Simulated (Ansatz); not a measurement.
Values for one crystal, relaxed and computed with PBE (plane waves, PAW; program Ansatz); other levels are named.

Volume per atom: 13.81 Å³
Electronic character: metallic (no gap)
Bulk modulus (Birch–Murnaghan fit): 105 GPa
Pressure derivative B′: 5.2
Formation energy from the elements (no fitted shifts): -20 kJ/mol-atom
Density of states at the Fermi level: 1.2 states/eV per atom (mean over ±0.08 eV)

Problem. Which of these materials gives this?
A. SiMo2N, P6_3/mmc (Si on 2d, Mo on 4f, N on 2a)
B. ScSi, CsCl type
C. HfBN, P-6m2 (Hf on 1a, B on 1d, N on 1f)
D. ScPtN2, R-3m (Sc on 3b, Pt on 3a, N on 6c)

Solution. D, ScPtN2, R-3m (Sc on 3b, Pt on 3a, N on 6c)

The start of the workflow was typed in or built on a structure type; neither database checked (COD, Materials Project) lists it. Whether it is the stable phase at ambient conditions was not checked. Symmetry was held in the PBE relaxation; whether a distortion lowers the energy is not shown. The run is not spin-polarised. With an odd number of electrons in the cell and no spin polarisation, the count alone makes it a metal. The references are the lowest solids computed at this level, not always the standard phases (solids in place of the gases). Scalar-relativistic: spin–orbit coupling is off unless named, which matters more the heavier the elements.

Potentials: the earlier of the program's two PAW sets.
